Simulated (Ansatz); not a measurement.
**RbTi: strain and displacement**

```
CELL_PARAMETERS angstrom
4.00638 0.00000 0.00000
0.00000 4.00638 0.00000
0.00000 0.00000 4.00638
ATOMIC_POSITIONS crystal
Rb 0.00000 0.00000 0.00000
Ti 0.50000 0.50000 0.50000
```

Atoms are numbered in the order listed.

The cell was built from the CsCl type and relaxed in the same program, and has space group Pm-3m; it needn't be a known or the stable phase.

Spin polarisation is left out, and whether a magnetic state lies lower isn't shown here.

Computed with DFT, PBEsol, all-electron LAPW, scalar-relativistic in Ansatz 0.2.0.

Numerical set-up: a Γ-centred 10×10×10 k mesh, Fermi–Dirac smearing of 0.03 eV, basis error target 0.5 meV/atom, no spin polarisation.

The unchanged cell is at 0.04 GPa.

In a metal, stresses and small energies carry noise from the k mesh.

x, y and z are the Cartesian axes of the cell as listed; fractional coordinates follow a strain, and an engineering shear is twice the off-diagonal strain component.

**Question.** With this change (xy engineering shear strain of +1 %), what becomes of the energy and stress?

**Answer.** Energy change under 1 meV/atom; stress change (xx, yy, zz, yz, xz, xy) 0.00, 0.00, 0.00, 0.00, 0.00, -0.22 GPa, compression positive.

**Question.** With this change (atom 2 (Ti) moved by (0.0000, 0.0000, 0.0300) Å), what becomes of the energy and stress and forces?

**Answer.** Energy change under 1 meV/atom; stress change (xx, yy, zz, yz, xz, xy) 0.00, 0.00, -0.01, 0.00, 0.00, 0.00 GPa, compression positive; change of the force on Ti2 (0.000, 0.000, -0.056) eV/Å.

**Question.** What force constant does this one finite step give for Ti2 along its displacement (all its periodic images move with it)?

**Answer.** k = −ΔF·u/|u|² = 1.86 eV/Å², so the force pulls the atom back.
